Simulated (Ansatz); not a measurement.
Here is an unrelaxed guess for InGa2As3.

```cif
data_structure
_symmetry_space_group_name_H-M 'P 1'
_symmetry_Int_Tables_number 1
_cell_length_a 8.9102
_cell_length_b 8.9102
_cell_length_c 8.9102
_cell_angle_alpha 154.158
_cell_angle_beta 154.158
_cell_angle_gamma 36.870
_cell_volume 134.22
loop_
_atom_site_label
_atom_site_type_symbol
_atom_site_fract_x
_atom_site_fract_y
_atom_site_fract_z
_atom_site_occupancy
In1 In 0.00000 0.00000 0.00000 1
Ga1 Ga 0.66667 0.66667 0.00000 1
Ga2 Ga 0.33333 0.33333 0.00000 1
As1 As 0.41667 0.91667 0.50000 1
As2 As 0.08333 0.58333 0.50000 1
As3 As 0.75000 0.25000 0.50000 1
```

The calculation used DFT PBE, scalar-relativistic, plane waves, PAW in Ansatz 0.2.0. Settings: cutoff 420 eV, Γ-centred mesh 6×6×6 on the computed 6-atom cell, Gaussian smearing of 0.10 eV; no spin polarisation.

Formation energies are uncorrected and refer to the elements' standard structures at the same level.

Q: How far from equilibrium is it?

A: The pressure is 11.4 GPa (the mean over three directions, positive in compression), the largest force is 1.97 eV/Å, and the energy is −0.15 eV/atom against the elements. The shortest distance is 2.44 Å.

Q: How much does it gain on relaxing, and where does it end?

A: Relaxing gains about 0.15 eV/atom (the start's value is from the coarse mesh, so the gain is rough) in 9 ionic steps and ends at −0.30 eV/atom on the finer mesh. The symmetry stays I-4m2 (No. 119). The volume per atom grows by 14.4 %, from 22.4 to 25.6 Å³. The shortest distance goes from 2.44 Å (Ga–As and In–As) to 2.50 Å (Ga–As). Conventional cell: a = 4.158 Å, c = 17.766 Å. Around In lie 4 As at 2.64 Å; Ga has 4 As at 2.50–2.51 Å; As on a site of symmetry 2mm has 2 Ga at 2.50 Å and 2 In at 2.64 Å; 1 more site not described.

The last run used a 12×12×12 mesh for its 6-atom cell and Gaussian smearing of 0.10 eV. The reference form of As is held partly by dispersion forces, which this level lacks. The relaxation can't lower the symmetry of the start. Symmetry constrained the relaxation, so the result can be a saddle point.
